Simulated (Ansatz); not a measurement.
## Notes on TlIrSe₂I

```yaml
crystal:
  lattice:
    - [0.00000, 4.11223, 0.00000]
    - [6.78546, -2.05612, 0.00000]
    - [0.22821, 0.00000, -10.29360]
  atoms:
    - { symbol: I, position: [0.36336, 0.72672, 0.92290] }
    - { symbol: I, position: [0.63664, 0.27328, 0.07710] }
    - { symbol: Tl, position: [0.29385, 0.58770, 0.31524] }
    - { symbol: Tl, position: [0.70615, 0.41230, 0.68476] }
    - { symbol: Se, position: [0.07442, 0.14884, 0.74199] }
    - { symbol: Se, position: [0.92558, 0.85116, 0.25801] }
    - { symbol: Se, position: [0.36110, 0.72220, 0.55477] }
    - { symbol: Se, position: [0.63890, 0.27780, 0.44523] }
    - { symbol: Ir, position: [0.00000, 0.00000, 0.50000] }
    - { symbol: Ir, position: [0.00000, 0.00000, 0.00000] }
```

Method: PBE, no spin polarisation; PAW, plane waves to 420 eV, 7×7×3 Γ-centred mesh, fermi-dirac occupations (width 0.0947 eV) (Ansatz 0.2.0), atoms fixed.

Task: What do density and ELF say about some of the short contacts?

Result: Tl–Se at 2.65 Å: least valence density 0.42 e/Å³ and ELF 0.39 there. Se–Ir at 2.71 Å: least valence density 0.39 e/Å³ and ELF 0.33 there. I–Ir at 2.89 Å: least valence density 0.34 e/Å³ and ELF 0.40 there. Both are smooth PAW fields, read partly inside the augmentation spheres.

Task: Which element gives electrons and which takes them?

Result: Bader charges in e: Tl +0.57, Ir +0.18 to +0.22, Se -0.35 to -0.31, I -0.11. In the mean Tl gives up most and Se takes most.

Task: What is the formation energy?

Result: 0.15 eV an atom against the elements' usual phases (free molecules for gases, crystals otherwise, with no correction for O₂ or N₂), so at this geometry it isn't bound against them. Relaxing would lower it.

Task: Metal or insulator?

Result: It is a metal, with about 5.8 states/eV a cell as the mean within 0.25 eV of the Fermi level, mostly Ir d (36 %) and Se p (32 %).

Origin: a known structure type with other elements, at an estimated volume, so it need not be a known compound. Caveats: many states at the Fermi level without spin polarisation, so a magnetic state may lie lower; atoms or cell far from equilibrium.
